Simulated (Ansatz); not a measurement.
Starting cell, Na (bcc, W type):

```
CELL_PARAMETERS angstrom
     -4.19680     4.19680     4.19680
      2.09840    -2.09840     2.09840
      2.09840     2.09840    -2.09840
ATOMIC_POSITIONS crystal
  Na 0.00000 0.00000 0.00000
  Na 0.50000 0.00000 0.00000
```

In each cell atom 1 (Na, nearest neighbour Na at 3.635 Å; its periodic images, 3.6 Å or more away, move with it) moves by s·(1.000, 0.000, 0.000) (along Cartesian x), the rest being held.

Computed with PBE (plane waves to 420 eV, PAW, scalar-relativistic; Ansatz, an electronic-structure program). k mesh 13×13×13 (Γ-centred), Fermi-Dirac smearing 0.05 eV. Energies are smeared free energies. With partly filled bands, energies and forces of such displacements shift with the k mesh and the smearing. Na was relaxed with its symmetry unable to fall. The PAW data are Ansatz's earlier set. The zero of ΔE is the undisplaced structure. The last digit holds for this mesh only.

```csv
s (Å),ΔE (meV/cell)
-1.090,156.5
-0.872,107.8
-0.654,withheld
-0.436,29.6
-0.218,7.6
0.000,0.0
0.218,7.6
0.436,29.6
0.654,withheld
0.872,107.8
1.090,156.5
```

Question: Fit an even polynomial form (powers 2, 4) to the given rows and predict ΔE at s = 0.654.

Answer: Least squares on the 9 given rows: ΔE = (159.8)·s² + (-23.68)·s⁴, in meV/cell with s in Å; root-mean-square residual 0.06 meV/cell. At 0.654 the fit gives 64.0 meV/cell; the calculation gives 64.0 meV/cell, the same to the digits shown. The quadratic term alone would give 68.3 meV/cell.

(A displaced cell: forces are minus the slopes of the energy, force constants its curvatures, and phonons follow from these.)
